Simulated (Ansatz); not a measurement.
An Ansatz (an electronic-structure program) run. Input:

Ansatz 0.2 input:
```yaml
crystal:
  lattice:
    - [6.330783803, 0.0, 0.0]
    - [0.0, 6.8393839032, 0.0]
    - [0.0, 0.0, 4.3691932685]
  atoms:
    - { symbol: Y, position: [0.6308915481, 0.75, 0.9386645635] }
    - { symbol: Y, position: [0.3691084519, 0.25, 0.0613354365] }
    - { symbol: Y, position: [0.8691084519, 0.25, 0.4386645635] }
    - { symbol: Y, position: [0.1308915481, 0.75, 0.5613354365] }
    - { symbol: F, position: [0.165063244, 0.4368526654, 0.3779916731] }
    - { symbol: F, position: [0.834936756, 0.5631473346, 0.6220083269] }
    - { symbol: F, position: [0.334936756, 0.5631473346, 0.8779916731] }
    - { symbol: F, position: [0.665063244, 0.4368526654, 0.1220083269] }
    - { symbol: F, position: [0.665063244, 0.0631473346, 0.1220083269] }
    - { symbol: F, position: [0.334936756, 0.9368526654, 0.8779916731] }
    - { symbol: F, position: [0.834936756, 0.9368526654, 0.6220083269] }
    - { symbol: F, position: [0.165063244, 0.0631473346, 0.3779916731] }
    - { symbol: F, position: [0.5231313637, 0.25, 0.5894804491] }
    - { symbol: F, position: [0.4768686363, 0.75, 0.4105195509] }
    - { symbol: F, position: [0.9768686363, 0.75, 0.0894804491] }
    - { symbol: F, position: [0.0231313637, 0.25, 0.9105195509] }
kpoints:
  mp_grid: { grid: [4, 4, 5] }
  band_path:
    path:
      - [[0.0, 0.0, 0.0], [0.5, 0.0, 0.0], [0.5, 0.5, 0.0], [0.0, 0.5, 0.0], [0.0, 0.0, 0.0], [0.0, 0.0, 0.5], [0.5, 0.0, 0.5], [0.5, 0.5, 0.5], [0.0, 0.5, 0.5], [0.0, 0.0, 0.5]]  # Γ-X-S-Y-Γ-Z-U-R-T-Z
      - [[0.5, 0.0, 0.0], [0.5, 0.0, 0.5]]  # X-U
      - [[0.0, 0.5, 0.0], [0.0, 0.5, 0.5]]  # Y-T
      - [[0.5, 0.5, 0.0], [0.5, 0.5, 0.5]]  # S-R
      - [VBM, CBM]
    npoints: 6
basis: { xc_grid: 2 }
hamiltonian:
  xc: pbesol
  pseudopotentials: { kind: paw }
magnetization: { noncollinear: true, spin_orbit: true }
scf:
  n_extra_bands: 32
  convergence: { dr2_threshold: 0.0000000001 }
  occupations: { method: gaussian, width: 0.01 }
checkpoint: { write: soc.run }
output: { eigenvalues: true }
```

Output (shortened):

```
Pseudopotential: Y, paw_fr, valence charge 11
Pseudopotential: F, paw_fr, valence charge 7
Functional definition: PBEsol
non-collinear run that drives no moment, with spin-orbit …
Crystal: 16 atoms, lattice volume = 189.180 Å³
Basis set: ecut = 420 eV, 3709 PW (Γ), exchange–correlation on 90×96×60 points (8 copies of the dense FFT grid, shifted against one another)
Bands: 160, of which v1, the nominal top of the filled ones, is band 128 counted from 1 (127 counted from 0)
Symmetry: 8 space group operations + 8 with time reversal
k-points: 27 of 80
Projection manifold: j_resolved (fully-relativistic pseudo-atomic orbitals)
SCF iter   1: F=—  HF=-24827.065345 eV  |F-HF|=—  |Δ(HF+E_count)|=         —  Δρ=1.05e-1  dr2=1.91e1  dr2_m=0.00e0 (ungated)  ethr=3.10e-3  |M|=0.00e0 ∫|m|=0.00e0 μB  |m|>n=0.0e0 m-floor=0.0e0 τ_xc=0.0e0  β_m=0.30  ⟨swp⟩=6.1  Hψ=9781  notcnv=0
preconditioner: auto → Resta (q_TF=auto, 2.556 Å⁻¹)
spin=Noncollinear: Resta preconditioning applied to the charge; magnetization (m_x, m_y, m_z) channels mix plain (no charge-response kernel on spin).
SCF iter   2: F=—  HF=-24822.936085 eV  |F-HF|=—  |Δ(HF+E_count)|=    4.13e0  Δρ=4.38e-2  dr2=4.78e0  dr2_m=0.00e0 (ungated)  ethr=3.10e-3  |M|=0.00e0 ∫|m|=0.00e0 μB  |m|>n=0.0e0 m-floor=0.0e0 τ_xc=0.0e0  β_m=0.41  ⟨swp⟩=2.1  Hψ=3628  notcnv=0  defer=648
SCF iter   3: F=—  HF=-24821.678480 eV  |F-HF|=—  |Δ(HF+E_count)|=    1.26e0  Δρ=1.77e-2  dr2=9.94e-1  dr2_m=0.00e0 (ungated)  ethr=3.10e-3  |M|=0.00e0 ∫|m|=0.00e0 μB  |m|>n=0.0e0 m-floor=0.0e0 τ_xc=0.0e0  β_m=0.63  ⟨swp⟩=3.0  Hψ=3249  notcnv=0  defer=648
SCF iter   4: F=—  HF=-24821.410635 eV  |F-HF|=—  |Δ(HF+E_count)|=   2.68e-1  Δρ=5.61e-3  dr2=4.67e-2  dr2_m=0.00e0 (ungated)  ethr=7.77e-4  |M|=0.00e0 ∫|m|=0.00e0 μB  |m|>n=0.0e0 m-floor=0.0e0 τ_xc=0.0e0  β_m=0.81  ⟨swp⟩=4.0  Hψ=3919  notcnv=0  defer=654
SCF iter   5: F=—  HF=-24821.420694 eV  |F-HF|=—  |Δ(HF+E_count)|=   1.01e-2  Δρ=3.54e-3  dr2=1.50e-2  dr2_m=0.00e0 (ungated)  ethr=3.65e-5  |M|=0.00e0 ∫|m|=0.00e0 μB  |m|>n=0.0e0 m-floor=0.0e0 τ_xc=0.0e0  β_m=0.68  ⟨swp⟩=3.0  Hψ=4040  notcnv=0  defer=644
SCF iter   6: F=—  HF=-24821.418117 eV  |F-HF|=—  |Δ(HF+E_count)|=   2.58e-3  Δρ=7.58e-4  dr2=8.87e-4  dr2_m=0.00e0 (ungated)  ethr=1.17e-5  |M|=0.00e0 ∫|m|=0.00e0 μB  |m|>n=0.0e0 m-floor=0.0e0 τ_xc=0.0e0  β_m=0.84  ⟨swp⟩=2.2  Hψ=3283  notcnv=0  defer=644
SCF iter   7: F=—  HF=-24821.418719 eV  |F-HF|=—  |Δ(HF+E_count)|=   6.02e-4  Δρ=2.15e-4  dr2=7.59e-5  dr2_m=0.00e0 (ungated)  ethr=6.93e-7  |M|=0.00e0 ∫|m|=0.00e0 μB  |m|>n=0.0e0 m-floor=0.0e0 τ_xc=0.0e0  β_m=0.92  ⟨swp⟩=2.0  Hψ=3134  notcnv=0  defer=644
SCF iter   8: F=—  HF=-24821.418830 eV  |F-HF|=—  |Δ(HF+E_count)|=   1.12e-4  Δρ=3.04e-5  dr2=1.84e-6  dr2_m=0.00e0 (ungated)  ethr=5.93e-8  |M|=0.00e0 ∫|m|=0.00e0 μB  |m|>n=0.0e0 m-floor=0.0e0 τ_xc=0.0e0  β_m=0.96  ⟨swp⟩=2.1  Hψ=3082  notcnv=0  defer=644
SCF iter  12: F=-24821.418694 eV  HF=-24821.418694 eV  |F-HF|=1.09e-11  |Δ(HF+E_count)|=  8.73e-11  Δρ=2.56e-7  dr2=6.48e-11  dr2_m=0.00e0 (ungated)  ethr=1.00e-12  |M|=0.00e0 ∫|m|=0.00e0 μB  |m|>n=0.0e0 m-floor=0.0e0 τ_xc=0.0e0  ⟨swp⟩=8.9  Hψ=9106  notcnv=0
SCF 1 converged in 12 iterations: F = -24821.418694 eV  dr2 = 6.48e-11
NSCF: frozen V_eff on 64 k-points
NSCF: frozen V_eff on 64 k-points
NSCF: frozen V_eff on 64 k-points
NSCF: frozen V_eff on 44 k-points
NSCF: frozen V_eff on 14 k-points
NSCF: frozen V_eff on 34 k-points
NSCF: frozen V_eff on 14 k-points
NSCF: frozen V_eff on 28 k-points
NSCF: frozen V_eff on 17 k-points
NSCF: frozen V_eff on 5 k-points
NSCF: frozen V_eff on 83 k-points
SCF converged after 12 iterations
Magnetization: |M| = 0.0000 μB,  M = (+0.0000, +0.0000, +0.0000) μB
Absolute magnetization: 0.0000 μB (∫|m|)
  site 0: m = (+0.0000, +0.0000, +0.0000) μB, |m| = 0.0000 μB  (R = 0.94 Å)
  site 1: m = (+0.0000, +0.0000, +0.0000) μB, |m| = 0.0000 μB  (R = 0.94 Å)
  site 2: m = (+0.0000, +0.0000, +0.0000) μB, |m| = 0.0000 μB  (R = 0.94 Å)
  site 3: m = (+0.0000, +0.0000, +0.0000) μB, |m| = 0.0000 μB  (R = 0.94 Å)
  site 4: m = (+0.0000, +0.0000, +0.0000) μB, |m| = 0.0000 μB  (R = 0.94 Å)
  site 5: m = (+0.0000, +0.0000, +0.0000) μB, |m| = 0.0000 μB  (R = 0.94 Å)
  site 6: m = (+0.0000, +0.0000, +0.0000) μB, |m| = 0.0000 μB  (R = 0.94 Å)
  site 7: m = (+0.0000, +0.0000, +0.0000) μB, |m| = 0.0000 μB  (R = 0.94 Å)
  site 8: m = (+0.0000, +0.0000, +0.0000) μB, |m| = 0.0000 μB  (R = 0.94 Å)
  site 9: m = (+0.0000, +0.0000, +0.0000) μB, |m| = 0.0000 μB  (R = 0.94 Å)
  site 10: m = (+0.0000, +0.0000, +0.0000) μB, |m| = 0.0000 μB  (R = 0.94 Å)
  site 11: m = (+0.0000, +0.0000, +0.0000) μB, |m| = 0.0000 μB  (R = 0.94 Å)
  site 12: m = (+0.0000, +0.0000, +0.0000) μB, |m| = 0.0000 μB  (R = 0.94 Å)
  site 13: m = (+0.0000, +0.0000, +0.0000) μB, |m| = 0.0000 μB  (R = 0.94 Å)
  site 14: m = (+0.0000, +0.0000, +0.0000) μB, |m| = 0.0000 μB  (R = 0.94 Å)
  site 15: m = (+0.0000, +0.0000, +0.0000) μB, |m| = 0.0000 μB  (R = 0.94 Å)
Free energy (F): -24821.418694 eV
Harris-Foulkes:  -24821.418694 eV  (|F-HF|=1.09e-11)
Internal energy: -24821.418694 eV  (E = F + TS)
E sigma→0 (E₀):  -24821.418694 eV
Fermi energy:    9.503682 eV
--- Per-component energies (eV) ---
  E_band       = -638.542172
  E_kinetic    = 3700.379854
  E_local      = -8157.391741  (includes V_loc(G=0)·N_el)
  E_nonlocal   = 1088.321668
  E_hartree    = 2879.500583
  E_xc         = -1638.209821
  E_vxc        = -2020.082723  (∫ρ·V_xc dr)
  E_paw        = -13420.799880  (= ΣΔE_a)
  E_vpaw       = -1008.795681  (= ΣTr[D̂ρ^β])
  E_aug_tail   = 0.024648  (compensation charges beyond the density's cutoff)
  E_ewald      = -9274.351164
  E_core_change = 1.107159  (= ΣΔE_core)
  E_smearing   =  0.000000  (= −TS)
  E_closure    = 0.000000  (closes the sum)
  Σ components = -24821.418694   (vs F -24821.418694, Δ=0.00e0)
  [band-id]    e_kinetic+e_local+e_nonlocal+2·e_hartree+e_vxc+e_vpaw+e_augmentation_tail = -638.542809   (vs E_band -638.542172, Δ=-6.37e-4)
--- Band table (eV; the first three rows and the last of 27) ---
  k-point 0: bands = ["-32.9741", "-32.9741", "-32.9432", "-32.9432", "-32.9166", "-32.9166", "-32.9080", "-32.9080", "-16.0115", "-16.0115", "-15.8618", "-15.8618", "-15.8167", "-15.8167", "-15.0930", "-15.0930", "-15.0147", "-15.0147", "-14.8704", …
  k-point 1: bands = ["-32.9689", "-32.9689", "-32.9426", "-32.9426", "-32.9168", "-32.9168", "-32.9086", "-32.9086", "-15.9402", "-15.9402", "-15.8010", "-15.8010", "-15.7530", "-15.7530", "-15.1675", "-15.1675", "-15.0877", "-15.0877", "-15.0566", …
  k-point 2: bands = ["-32.9568", "-32.9568", "-32.9459", "-32.9459", "-32.9151", "-32.9151", "-32.9112", "-32.9112", "-15.7565", "-15.7565", "-15.6551", "-15.6551", "-15.6273", "-15.6273", "-15.4038", "-15.4038", "-15.2770", "-15.2770", "-15.2527", …
  k-point 26: bands = ["-32.9323", "-32.9323", "-32.9323", "-32.9323", "-32.9323", "-32.9323", "-32.9323", "-32.9323", "-15.8345", "-15.8345", "-15.8083", "-15.8083", "-15.7571", "-15.7571", "-15.7371", "-15.7371", "-14.9641", "-14.9641", "-14.9071", …
```

Cost: very roughly 50 core-minutes on shared cores.

Space group Pnma. The first step of the workflow began from a Materials Project structure, measured or hypothetical; the Crystallography Open Database files this formula in space group No. 62, but the cells were not matched. Whether it is the stable phase at ambient conditions was not checked. Symmetry was held in the PBEsol relaxation; of distortions, only those at the zone centre were tested. No spin polarisation was allowed.

Potentials: the later of the program's two PAW sets.

Ansatz is a plane-wave DFT program.
